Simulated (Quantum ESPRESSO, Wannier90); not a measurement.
# Wannier functions of BP (zinc blende)

```
begin unit_cell_cart
ang
    0.0000000000    2.2660700000    2.2660700000
    2.2660700000    0.0000000000    2.2660700000
    2.2660700000    2.2660700000    0.0000000000
end unit_cell_cart
begin atoms_frac
B    0.0000000000  0.0000000000  0.0000000000
P   -0.2500000000 -0.2500000000 -0.2500000000
end atoms_frac
```

Cell from Materials Project (mp-1479), symmetrised, no further relaxation. COD (Crystallography Open Database) has an entry of this formula and space group (matched by these alone). Method: PBEsol plane waves in Quantum ESPRESSO 7.5 (PseudoDojo norm-conserving files, 61 Ry, no spin polarisation, no spin-orbit coupling), Bloch states on a 10×10×10 mesh through Γ, Wannier90 4.0.1. Density: 12×12×12 mesh, cold smearing 0.01 Ry.

Band 1 is isolated and gives one Wannier function a cell (P2 3s 46 %, B1 2p 26 %, B1 2s 18 %; spread 2.46 Å²). Its on-site energy is ε = -12.388 eV relative to the valence-band maximum, and its hoppings t(R) = t(−R) to the nearer images are (images within this range that aren't listed have |t| under 5 meV):

```
R (lattice vectors; −R alike)  distance (Å)  t (eV)
-----------------------------  ------------  ------
0 0 1                                  3.20  -0.356
0 1 -1                                 3.20  -0.356
0 1 0                                  3.20  -0.356
1 -1 0                                 3.20  -0.356
1 0 -1                                 3.20  -0.356
1 0 0                                  3.20  -0.356
1 -1 -1                                4.53   0.037
1 -1 1                                 4.53   0.037
1 1 -1                                 4.53   0.037
0 1 -2                                 5.55   0.049
0 1 1                                  5.55   0.049
0 2 -1                                 5.55   0.049
1 -2 0                                 5.55   0.049
1 -2 1                                 5.55   0.049
1 0 -2                                 5.55   0.049
1 0 1                                  5.55   0.049
1 1 -2                                 5.55   0.049
1 1 0                                  5.55   0.049
2 -1 -1                                5.55   0.049
2 -1 0                                 5.55   0.049
2 0 -1                                 5.55   0.049
```

Task: Work out the band energy at Γ, X, U, K from these numbers.

Result: For one orbital E(k) = ε + Σ_R 2 t(R) cos(2π k·R), the sum over the listed R.
- Γ, k = (0.000, 0.000, 0.000): E = -12.388 + (-0.356)·(12.00) + (0.037)·(6.00) + (0.049)·(24.00) = -15.26 eV; pw.x: -15.53 eV
- X, k = (-0.500, -0.500, 0.000): E = -12.388 + (-0.356)·(-4.00) + (0.037)·(6.00) + (0.049)·(-8.00) = -11.13 eV; pw.x: -10.64 eV
- U, k = (-0.375, -0.375, 0.250): E = -12.388 + (-0.356)·(-3.66) + (0.037)·(2.00) + (0.049)·(4.00) = -10.82 eV; pw.x: -10.63 eV
- K, k = (-0.375, 0.000, 0.375): E = -12.388 + (-0.356)·(-3.66) + (0.037)·(2.00) + (0.049)·(4.00) = -10.82 eV; pw.x: -10.63 eV

At these points the listed shells miss the plane-wave band by up to 0.50 eV, of a width of 5.18 eV on the path. With all its hoppings the model misses the band by 20 meV at worst on the whole path, so most of the miss comes from the hoppings not listed.
